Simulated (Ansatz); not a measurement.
This guess for IrPdC6N6 is about to be relaxed.

```cif
data_structure
_symmetry_space_group_name_H-M 'P 1'
_symmetry_Int_Tables_number 1
_cell_length_a 7.2344
_cell_length_b 7.2344
_cell_length_c 7.2344
_cell_angle_alpha 60.000
_cell_angle_beta 60.000
_cell_angle_gamma 60.000
_cell_volume 267.73
loop_
_atom_site_label
_atom_site_type_symbol
_atom_site_fract_x
_atom_site_fract_y
_atom_site_fract_z
_atom_site_occupancy
Pd1 Pd 0.00000 0.00000 0.00000 1
Ir1 Ir 0.50000 0.50000 0.50000 1
C1 C 0.81058 0.18942 0.18942 1
C2 C 0.18942 0.81058 0.18942 1
C3 C 0.18942 0.18942 0.81058 1
C4 C 0.18942 0.81058 0.81058 1
C5 C 0.81058 0.18942 0.81058 1
C6 C 0.81058 0.81058 0.18942 1
N1 N 0.69622 0.30378 0.30378 1
N2 N 0.30378 0.69622 0.30378 1
N3 N 0.30378 0.30378 0.69622 1
N4 N 0.30378 0.69622 0.69622 1
N5 N 0.69622 0.30378 0.69622 1
N6 N 0.69622 0.69622 0.30378 1
```

The calculation used Ansatz 0.2.0, DFT PBE, scalar-relativistic, plane waves, PAW. Cutoff 420 eV, Gaussian smearing, Γ-centred meshes. Cell and atoms relax first on a coarse mesh and then on a finer one. In between, the cell is made exact in the group found at 0.06 Å. In metals the finer mesh still leaves noise of several meV/atom or more. The steps can't lower the symmetry of their start. Collinear spin, starting moments Ir 1.0 μB.

A guess keeps its type if space group and coordination stay and the shape of the cell changes little (axis ratios within about 15 %, angles within 6°); the volume may change.

Task: Does it keep its structure type, or change into something else?

Result: It keeps its type. The symmetry stays Fm-3m (No. 225). The volume per atom grows by 8.0 %, from 19.1 to 20.7 Å³. The shortest distance goes from 1.17 Å (C–N) to 1.16 Å (C–N). Counting neighbours within 15 % of an atom's shortest distance, the start has C 1, Ir 6, N 1, Pd 6 and the end C 1, Ir 6, N 1, Pd 6.

The last run used collinear spin, a 6×6×6 mesh for its 14-atom cell and Gaussian smearing of 0.10 eV. Spin–orbit coupling, which can matter for Ir, is left out. Another magnetic order may lie lower. A structure relaxed within its symmetry needn't be a true minimum.
